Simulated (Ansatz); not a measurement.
System: Ge (diamond type), 2 atoms in the cell.

Computed with Ansatz, PBE, all-electron LAPW, point nucleus.

k-mesh 8×8×8 Γ-centred; Fermi–Dirac smearing of 0.1 eV; no spin polarisation.

```
Ge
1.0
     0.00000    2.88000    2.88000
     2.88000    0.00000    2.88000
     2.88000    2.88000    0.00000
Ge
2
Cartesian
  0.0000 0.0000 0.0000
  1.4400 1.4400 1.4400
```

(1) Would the cell expand or shrink if it were free to relax?

Answers

(1) The pressure is 0.11 GPa, so at these settings the cell is compressed and would expand.

The k-mesh is modest, so these values aren't fully converged in k.
